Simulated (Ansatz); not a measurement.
A geometry of NiSb away from equilibrium: step 2 of the relaxation of a relaxed NiSb cell, doubled along one cell vector, shaken by Gaussian noise of σ = 0.08 Å a coordinate. Calculation: PBEsol (plane waves to 420 eV, PAW, scalar-relativistic; Ansatz, a program for electronic structure). Γ-centred k-mesh 10×10×3 on the run's cell (coarser than for final values), Fermi–Dirac smearing 0.05 eV.

```xyz
8
Lattice="3.1763 0.0017 0.0040 0.0017 3.2002 -0.0080 0.0179 -0.0355 14.2620" Properties=species:S:1:pos:R:3 pbc="T T T"
Ni     1.6097    -0.0487     4.0192
Ni     1.7158    -0.0501    11.3086
Ni     0.0625     1.5260     2.8395
Ni    -0.0227     1.5993    10.0023
Sb     1.6588     0.0157     1.5250
Sb     1.5762    -0.0418     8.6988
Sb     0.0729     1.6035     5.4237
Sb    -0.0692     1.6414    12.6401
```

Q: Which atoms carry the largest force, and which way does it point?

A: 0.98 eV/Å, on Ni2 (atoms numbered as listed); on Ni2 its components are (-0.87, 0.44, -0.11).

Q: What is the pressure?

A: +1.8 GPa, compression positive.

Q: How much energy per atom can still be gained by relaxing?

A: 0.02 eV/atom; the path ends in Cmce (No. 64) at a tolerance of 0.01 Å, P4/nmm (No. 129) at 0.1 Å.

No spin polarisation in the result. A magnetic state may lie lower. Without a van der Waals term the distances between weakly bound units are poorly fixed.

The end of the path is a generated cell of NiSb: the first start was made by placing the elements on the sites of a structure type, and the end was not matched to a known phase here, so it may be hypothetical.
